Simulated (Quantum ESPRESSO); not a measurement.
# Ti2GaHfO7F: input and log of a self-consistent run

Computed values, not a measurement. The program is pw.x of Quantum ESPRESSO 7.5 (plane-wave density functional theory). The cell is made up: 12 atoms on a rutile lattice, with randomly drawn elements, strain and displacements, not relaxed. PseudoDojo standard norm-conserving files (v0.5 for PBE, v0.4.1 for LDA and PBEsol) set the functional; there is no spin polarisation, spin-orbit coupling or dispersion term, and the masses in the input are unused placeholders.

The hafnium pseudopotential is less sure than the others, with forces about 3 percent (worst 6) and pressure in oxides about 1.5 GPa (worst 2.7) from a second method in checks, which no rerun with the same files tests.

Input:

```
&control calculation='scf', pseudo_dir='./dojo.nc.sr.pbe.v0_5.standard.upf', outdir='./o', disk_io='low', tprnfor=.true., tstress=.true. /
&system ibrav=0, nat=12, ntyp=5, nbnd=55, ecutwfc=84.00895049, nosym=.true., tot_charge=0,
 occupations='smearing', smearing='fd', degauss=0.0018374661
/
&electrons conv_thr=7.350e-09, electron_maxstep=60, /
ATOMIC_SPECIES
F 1.0 F.upf
Ga 1.0 Ga.upf
Hf 1.0 Hf.upf
O 1.0 O.upf
Ti 1.0 Ti.upf
CELL_PARAMETERS angstrom
4.6699 0.1236 -0.0411
0.1252 4.7718 0.0309
-0.0529 0.0393 6.1318
ATOMIC_POSITIONS angstrom
Ti -0.0565 0.006 -0.0218
Ti 2.236 2.4459 1.5899
Ga 0.0741 0.0816 3.1125
Hf 2.3561 2.4562 4.6166
O 1.3962 1.4404 -0.0215
O 3.2908 3.2581 0.0695
O 3.7385 1.065 1.5133
O 1.0334 3.893 1.4993
O 1.3536 1.5644 3.0278
O 3.2966 3.4726 3.0176
O 3.8271 1.0959 4.5568
F 0.9438 3.8428 4.556
K_POINTS automatic
5 5 4 1 1 1
```

The log is shortened where brackets say so; the opening notice, blank lines, dates and the lines on written files are dropped, and the path of the files is cut. It prints rydbergs, bohrs and kilobars, and counts compression as positive stress. With no partly filled state, the Fermi energy that it prints is only some level between the filled and the empty states on the mesh, and need not lie in the true gap.

```
     Program PWSCF v.7.5
     Parallel version (MPI & OpenMP), running on       4 processor cores
     Number of MPI processes:                 4
     Threads/MPI process:                     1
     [start-up lines left out]
     bravais-lattice index     =            0
     lattice parameter (alat)  =       8.8283  a.u.
     unit-cell volume          =     921.3410 (a.u.)^3
     number of atoms/cell      =           12
     number of atomic types    =            5
     number of electrons       =        98.00
     number of Kohn-Sham states=           55
     kinetic-energy cutoff     =      84.0090  Ry
     charge density cutoff     =     336.0358  Ry
     scf convergence threshold =      7.3E-09
     mixing beta               =       0.7000
     number of iterations used =            8  plain     mixing
     Exchange-correlation= PBE
                           (   1   4   3   4   0   0   0)
     [axes and pseudopotential details left out]
   Cartesian axes
     site n.     atom                  positions (alat units)
         1        Ti     tau(   1) = (  -0.0120941   0.0012843  -0.0046664  )
         2        Ti     tau(   2) = (   0.4786250   0.5235549   0.3403246  )
         3        Ga     tau(   3) = (   0.0158614   0.0174668   0.6662434  )
         4        Hf     tau(   4) = (   0.5043329   0.5257597   0.9882022  )
         5        O      tau(   5) = (   0.2988623   0.3083235  -0.0046022  )
         6        O      tau(   6) = (   0.7044092   0.6974097   0.0148768  )
         7        O      tau(   7) = (   0.8002412   0.2279676   0.3239281  )
         8        O      tau(   8) = (   0.2212035   0.8333126   0.3209313  )
         9        O      tau(   9) = (   0.2897436   0.3348662   0.6481130  )
        10        O      tau(  10) = (   0.7056507   0.7433243   0.6459296  )
        11        O      tau(  11) = (   0.8192064   0.2345819   0.9754017  )
        12        F      tau(  12) = (   0.2020243   0.8225671   0.9752305  )
     number of k points=    50  Fermi-Dirac smearing, width (Ry)=  0.0018
                       cart. coord. in units 2pi/alat
        k(    1) = (   0.0983726   0.0947033   0.0954771), wk =   0.0400000
        k(    2) = (   0.1000830   0.0934249   0.2859709), wk =   0.0400000
     [further k points left out]
     Dense  grid:    95841 G-vectors     FFT dimensions: (  54,  54,  72)
     Estimated max dynamical RAM per process >     300.04 MB
     Estimated total dynamical RAM >       1.10 GB
     Initial potential from superposition of free atoms
     starting charge      97.9923, renormalised to      98.0000
     Starting wfcs are   71 randomized atomic wfcs
     total cpu time spent up to now is        4.9 secs
     per-process dynamical memory:   232.6 Mb
     Self-consistent Calculation
     iteration #  1     ecut=    84.01 Ry     beta= 0.70
     Davidson diagonalization with overlap
     ethr =  1.00E-02,  avg # of iterations =  2.0
     total cpu time spent up to now is       12.5 secs
     total energy              =    -782.54779358 Ry
     estimated scf accuracy    <       4.85708297 Ry
     iteration #  2     ecut=    84.01 Ry     beta= 0.70
     Davidson diagonalization with overlap
     ethr =  4.96E-03,  avg # of iterations =  6.4
     total cpu time spent up to now is       26.5 secs
     total energy              =    -775.52923575 Ry
     estimated scf accuracy    <      72.74307370 Ry
     iteration #  3     ecut=    84.01 Ry     beta= 0.70
     Davidson diagonalization with overlap
     ethr =  4.96E-03,  avg # of iterations =  6.9
     total cpu time spent up to now is       40.4 secs
     total energy              =    -785.01698758 Ry
     estimated scf accuracy    <       2.87608428 Ry
     iteration #  4     ecut=    84.01 Ry     beta= 0.70
     Davidson diagonalization with overlap
     ethr =  2.93E-03,  avg # of iterations =  2.0
     total cpu time spent up to now is       48.4 secs
     total energy              =    -785.23572816 Ry
     estimated scf accuracy    <       0.95058804 Ry
     iteration #  5     ecut=    84.01 Ry     beta= 0.70
     Davidson diagonalization with overlap
     ethr =  9.70E-04,  avg # of iterations =  1.8
     total cpu time spent up to now is       55.7 secs
     total energy              =    -785.10179054 Ry
     estimated scf accuracy    <       0.69123983 Ry
     [iterations 6 to 12 left out]
     iteration # 13     ecut=    84.01 Ry     beta= 0.70
     Davidson diagonalization with overlap
     ethr =  5.66E-08,  avg # of iterations =  4.7
     total cpu time spent up to now is      141.6 secs
     total energy              =    -785.14826520 Ry
     estimated scf accuracy    <       0.00000659 Ry
     iteration # 14     ecut=    84.01 Ry     beta= 0.70
     Davidson diagonalization with overlap
     ethr =  6.73E-09,  avg # of iterations =  2.5
     total cpu time spent up to now is      149.9 secs
     total energy              =    -785.14826598 Ry
     estimated scf accuracy    <       0.00000111 Ry
     iteration # 15     ecut=    84.01 Ry     beta= 0.70
     Davidson diagonalization with overlap
     ethr =  1.14E-09,  avg # of iterations =  4.9
     total cpu time spent up to now is      159.6 secs
     total energy              =    -785.14826626 Ry
     estimated scf accuracy    <       0.00000011 Ry
     iteration # 16     ecut=    84.01 Ry     beta= 0.70
     Davidson diagonalization with overlap
     ethr =  1.14E-10,  avg # of iterations =  3.4
     total cpu time spent up to now is      168.8 secs
     total energy              =    -785.14826628 Ry
     estimated scf accuracy    <       0.00000002 Ry
     iteration # 17     ecut=    84.01 Ry     beta= 0.70
     Davidson diagonalization with overlap
     ethr =  1.72E-11,  avg # of iterations =  4.9
     total cpu time spent up to now is      178.6 secs
     End of self-consistent calculation
          k = 0.0984 0.0947 0.0955 ( 11954 PWs)   bands (ev):
   -52.0386 -48.9415 -48.1137 -25.2744 -25.1958 -25.0272 -24.4874 -24.3453
   -24.2972 -21.3672 -20.9061 -20.7857 -16.7055  -9.2714  -8.6718  -8.3316
    -7.9796  -7.5485  -7.4720  -7.1756  -5.2180  -5.1690  -5.1040  -5.0409
    -4.8598  -0.0749   0.9877   1.8491   3.0439   3.9917   4.1720   4.5490
     4.7411   4.8051   5.2564   5.3849   5.5532   5.8160   6.1397   6.2940
     6.6153   6.6293   6.6590   7.0815   7.4686   7.6129   7.8900   8.0553
     8.5880  10.3072  10.7231  11.0952  11.2775  11.6893  12.1723
     [levels at the other k points left out]
     the Fermi energy is     9.4929 ev
!    total energy              =    -785.14826628 Ry
     estimated scf accuracy    <          3.6E-09 Ry
     smearing contrib. (-TS)   =      -0.00000000 Ry
     internal energy E=F+TS    =    -785.14826628 Ry
     The total energy is F=E-TS. E is the sum of the following terms:
     one-electron contribution =    -265.74280035 Ry
     hartree contribution      =     189.65493082 Ry
     xc contribution           =    -175.01405819 Ry
     ewald contribution        =    -534.04633855 Ry
     convergence has been achieved in  17 iterations
     Forces acting on atoms (cartesian axes, Ry/au):
     atom    1 type  5   force =    -0.06029081    0.07487154    0.18267217
     atom    2 type  5   force =     0.06720077    0.00824608   -0.00552934
     atom    3 type  2   force =    -0.08780516    0.04096275   -0.14958259
     atom    4 type  3   force =     0.10299667   -0.05616102   -0.01400822
     atom    5 type  4   force =    -0.02400093   -0.02430242    0.00832929
     atom    6 type  4   force =     0.03096978    0.06839527   -0.01393024
     atom    7 type  4   force =     0.02646227   -0.04570658   -0.05377119
     atom    8 type  4   force =    -0.02516332    0.01402386   -0.01069917
     atom    9 type  4   force =     0.00267169   -0.02417075    0.00396518
     atom   10 type  4   force =    -0.02345147   -0.02551240    0.01223234
     atom   11 type  4   force =     0.02860917   -0.06857910    0.01211034
     atom   12 type  1   force =    -0.03819865    0.03793275    0.02821142
     Total force =     0.343449     Total SCF correction =     0.000173
     Computing stress (Cartesian axis) and pressure
          total   stress  (Ry/bohr**3)                   (kbar)     P=       -3.18
   0.00009398  -0.00089048   0.00016363           13.83     -130.99       24.07
  -0.00089048  -0.00004301  -0.00020764         -130.99       -6.33      -30.55
   0.00016363  -0.00020764  -0.00011577           24.07      -30.55      -17.03
     init_run     :      4.63s CPU      4.82s WALL (       1 calls)
     electrons    :    172.41s CPU    173.74s WALL (       1 calls)
     forces       :      1.73s CPU      1.76s WALL (       1 calls)
     stress       :      5.90s CPU      6.08s WALL (       1 calls)
     [timing details left out]
     PWSCF        :   3m 4.81s CPU   3m 6.60s WALL
     JOB DONE.
```

In other units: free energy -10682.486 eV for the cell, pressure -0.32 GPa, largest force component 4.697 eV/Å. A rerun of the same cell at another strain at a cutoff of 1437 eV and k mesh 7 x 7 x 6 moved values by no more than 0.004 eV in energy, 0.04 GPa in stress and 0.002 eV/Å in force.